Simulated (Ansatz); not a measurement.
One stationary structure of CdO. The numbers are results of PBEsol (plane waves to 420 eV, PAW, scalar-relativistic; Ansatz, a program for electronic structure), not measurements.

```
CELL_PARAMETERS angstrom
      0.00000     2.34512     2.34512
      2.34512     0.00000     2.34512
      2.34512     2.34512     0.00000
ATOMIC_POSITIONS crystal
  O  0.00000 0.00000 0.00000
  Cd 0.50000 0.50000 0.50000
```

### Question
Determine the symmetry and give the standard cell with its independent sites.

### Answer
Space group Fm-3m (No. 225); a = b = c = 4.690 Å, α = β = γ = 90.00°

| atom | site | symmetry | x | y | z |
|---|---|---|---|---|---|
| O | 4a | m-3m | 0.0000 | 0.0000 | 0.0000 |
| Cd | 4b | m-3m | 0.5000 | 0.5000 | 0.5000 |

This is the rock salt type.

### Question
Give the shortest distances between elements (the closest pairs, up to four, under 3.6 Å).

### Answer
Cd–O 2.35 Å; O–O 3.32 Å; Cd–Cd 3.32 Å.

Volume per atom: 12.90 Å³
Density: 8.27 g/cm³
Band gap: no gap (metallic)

No spin polarisation in the result.

Measured for CdO: a 4.696 Å (as listed in Priya Gopal et al., Physical Review B (2015)); gap 0.84 eV (0 K or low temperature; as listed in E. Menéndez-Proupin et al., Physical Review B (2004)). Computed minus measured — a: PBEsol -0.1 %; gap: PBEsol -0.84 eV. The computed values are for a static lattice, and a measured gap can be an optical one, lowered by exciton binding.

The run could not lose the symmetry of its start; a randomly shaken copy of 2 atoms returns to this structure.

All atoms sit on sites fixed by symmetry, so only the cell could relax.
